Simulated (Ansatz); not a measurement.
A relaxed structure of Si3N4. Calculation: r2SCAN (plane waves to 500 eV, PAW, scalar-relativistic; Ansatz, a program for electronic structure).

```cif
data_N8Si6
_chemical_formula_sum 'Si6 N8'
_space_group_name_H-M_alt 'P 1'
_space_group_IT_number 1
_cell_length_a 7.60571
_cell_length_b 7.60571
_cell_length_c 2.90576
_cell_angle_alpha 90.000
_cell_angle_beta 90.000
_cell_angle_gamma 120.000
loop_
_space_group_symop_operation_xyz
  'x, y, z'
loop_
_atom_site_label
_atom_site_type_symbol
_atom_site_fract_x
_atom_site_fract_y
_atom_site_fract_z
_atom_site_occupancy
Si1 Si 0.17540 0.76936 0.25000 1
Si2 Si 0.23064 0.40604 0.25000 1
Si3 Si 0.59396 0.82460 0.25000 1
Si4 Si 0.82460 0.23064 0.75000 1
Si5 Si 0.76936 0.59396 0.75000 1
Si6 Si 0.40604 0.17540 0.75000 1
N1 N 0.33032 0.03126 0.25000 1
N2 N 0.96874 0.29906 0.25000 1
N3 N 0.70094 0.66968 0.25000 1
N4 N 0.66968 0.96874 0.75000 1
N5 N 0.03126 0.70094 0.75000 1
N6 N 0.29906 0.33032 0.75000 1
N7 N 0.33333 0.66667 0.25000 1
N8 N 0.66667 0.33333 0.75000 1
```

Find the space group and the Wyckoff positions (tolerance 0.01 Å).

Space group P6₃/m (No. 176); a = b = 7.606 Å, c = 2.906 Å, α = β = 90.00°, γ = 120.00°

```tsv
atom	site	symmetry	x	y	z
Si	6h	m..	0.2306	0.4060	0.2500
N	6h	m..	0.3303	0.0313	0.2500
N	2c	-6..	0.3333	0.6667	0.2500
```

Give the shortest distances between elements (the closest pairs, up to four, under 3.6 Å).

N–Si 1.73 Å; N–N 2.78 Å; Si–Si 2.91 Å.

The volume per atom comes out as 10.40 Å³, the band gap is 5.02 eV, indirect (valence top at k = (0, 0, 0.2222), conduction bottom at Γ) (no spin-orbit coupling) and the smallest direct gap comes out as 5.20 eV at Γ.

No spin polarisation in the result.

The run could not lose the symmetry of its start.

The first start was generated by placing the elements on the sites of a structure type. A measured structure of Si3N4 has the same space group, P6₃/m (No. 176); the sites were not compared with it.
